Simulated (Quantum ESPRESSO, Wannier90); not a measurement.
## Wannierisation of Al2HgS4 (I-4)

```
begin unit_cell_cart
ang
    5.5758300000    0.0000000000    0.0000000000
    0.0000000000    5.5758300000    0.0000000000
   -2.7879150000   -2.7879150000    5.1229900000
end unit_cell_cart
begin atoms_frac
Al  -0.2500000000  0.2500000000  0.5000000000
Al   0.5000000000  0.5000000000  0.0000000000
Hg   0.0000000000  0.0000000000  0.0000000000
S   -0.4025400000  0.1453600000 -0.2707200000
S    0.4160800000  0.4025400000  0.2707200000
S    0.1318200000 -0.4160800000 -0.2707200000
S   -0.1453600000 -0.1318200000  0.2707200000
end atoms_frac
```

Structure: Materials Project mp-7906, symmetrised, not relaxed again. COD (Crystallography Open Database) has an entry of this formula and space group (matched by these alone). Computed values, not measurements, from PBEsol: Quantum ESPRESSO (norm-conserving PseudoDojo potentials, cutoff 53 Ry, no spin polarisation, no spin-orbit coupling) on a Γ-centred 4×4×4 mesh, then Wannier90. Density: 6×6×6 mesh, cold smearing 0.01 Ry. Spin-orbit coupling is left out although heavy elements are present.

A tight-binding model is made by disentanglement and projection with no localisation steps (num_iter = 0), so the 28 orbitals stay atom-like: hydrogen-like Al: s;p; Hg: s;p; S: s;p, axes along x, y, z; frozen window up to 3.50 eV relative to the valence-band maximum. It follows pw.x to 4.7 meV rms for states up to 3.0 eV relative to the valence-band maximum. Matrix elements depend on this choice of orbitals and windows. Bands 9–13 (Hg 5d 83 %, S 3p 12 %) lie between the kept ones and are excluded.

### Question
What are the on-site energies relative to the valence-band maximum, and how fast do the hoppings decay?

### Answer
| atom | orbitals | energy (eV) |
|---|---|---|
| Al1 | s | 1.25 |
| Al1 | pz | 4.44 |
| Al1 | px py | 4.74 |
| Al2 | s | 1.27 |
| Al2 | pz | 4.68 |
| Al2 | px py | 4.53 |
| Hg3 | s | -0.22 |
| Hg3 | pz px py | 6.18 |
| S4 | s | -9.82 |
| S4 | pz | -0.02 |
| S4 | px | 0.02 |
| S4 | py | 0.10 |
| S5 | s | -9.82 |
| S5 | pz | -0.02 |
| S5 | px | 0.10 |
| S5 | py | 0.02 |
| S6 | s | -9.82 |
| S6 | pz | -0.02 |
| S6 | px | 0.02 |
| S6 | py | 0.10 |
| S7 | s | -9.82 |
| S7 | pz | -0.02 |
| S7 | px | 0.10 |
| S7 | py | 0.02 |

```json
[
 {"distance of the centres (Å)": "2–3", "largest modulus (eV)": "1.8"},
 {"distance of the centres (Å)": "3–4", "largest modulus (eV)": "0.51"},
 {"distance of the centres (Å)": "4–5", "largest modulus (eV)": "0.27"},
 {"distance of the centres (Å)": "5–6", "largest modulus (eV)": "0.15"},
 {"distance of the centres (Å)": "6–7", "largest modulus (eV)": "0.10"},
 {"distance of the centres (Å)": "7–8", "largest modulus (eV)": "0.061"},
 {"distance of the centres (Å)": "8–9", "largest modulus (eV)": "0.019"}
]
```
